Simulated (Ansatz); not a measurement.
**Relaxation of Zr$_{3}$Sn$_{2}$**

These are results of DFT PBE, scalar-relativistic, plane waves, PAW (Ansatz 0.2.0), not measurements. Settings: 420 eV cutoff, 6×8×6 k-mesh, Gaussian smearing of 0.10 eV, no spin polarisation.

What was changed in Zr3Cd2: Cd → Sn on all its sites, cell and atoms relaxed.

Command:

```bash
ansatz run input.yaml --threads 1 --pin off --max-ram 2560MiB --backend cpu --events-out ev --progress --plain --runs-dir out
```

Input:

```yaml
crystal:
  lattice:
    - [5.5468033153, 0.0, 0.0]
    - [0.0, 5.1672911083, 0.0]
    - [0.0, 0.0, 5.5482562859]
  atoms:
    - { symbol: Zr, position: [0.0, 0.0, 0.5] }
    - { symbol: Zr, position: [0.5, 0.0, 0.0] }
    - { symbol: Zr, position: [0.0, 0.0, 0.0] }
    - { symbol: Sn, position: [0.5, 0.5, 0.5] }
    - { symbol: Sn, position: [0.5, 0.0, 0.5] }
basis:
  ecutwfc: 420
kpoints:
  mp_grid: { grid: [6, 8, 6] }
hamiltonian:
  xc: pbe
scf:
  occupations: { method: gaussian, width: 0.1 }
output:
  forces: true
  stress: true
  eigenvalues: true
relax:
  adjacent_minimum: "off"
  f_tol: 0.01
  max_steps: 60
  cell: { stress_tol: 0.1 }
```

F is the free energy. Steps run on the plane waves of an earlier cell, but the last one, and at times one on the way, on a freshly chosen basis, so a repeated geometry can differ a little in energy.

Steps:

```tsv
step	F − F(1) (eV)	largest force component (eV/Å)	V (Å³/atom)	P (GPa)
1	0.0000	0.000	31.805	5.89
2	-0.3693	0.000	34.921	0.83
3	-0.4326	0.000	35.716	0.30
4	-0.4429	0.000	36.845	-0.20
5	-0.4513	0.000	36.410	-0.03
6	-0.4545	0.000	36.410	-0.03
```

Relaxed structure:

```yaml
crystal:
  lattice:
    - [5.65329, 0.00000, 0.00000]
    - [0.00000, 5.69619, 0.00000]
    - [0.00000, 0.00000, 5.65331]
  atoms:
    - { symbol: Zr, position: [0.00000, 0.00000, 0.50000] }
    - { symbol: Zr, position: [0.50000, 0.00000, 0.00000] }
    - { symbol: Zr, position: [0.00000, 0.00000, 0.00000] }
    - { symbol: Sn, position: [0.50000, 0.50000, 0.50000] }
    - { symbol: Sn, position: [0.50000, 0.00000, 0.50000] }
```

The structure is tetragonal, space group P4/mmm (No. 123). The conventional cell has a = 5.653 Å, b = 5.653 Å, c = 5.696 Å, α = 90.00°, β = 90.00°, γ = 90.00°. Zr (site symmetry mmm) has 2 Sn at 2.83 Å and 2 Zr at 2.83 Å as nearest neighbours. Zr (site symmetry 4/mmm) is surrounded by 4 Zr at 2.83 Å. Around Sn (site symmetry 4/mmm) lie 2 Sn at 2.85 Å. Around Sn (site symmetry 4/mmm) lie 4 Zr at 2.83 Å and 2 Sn at 2.85 Å.

The run converged. Time: 3.7 min on 1 thread of Arm Neoverse V1 (shared host), peak memory 0.68 GiB.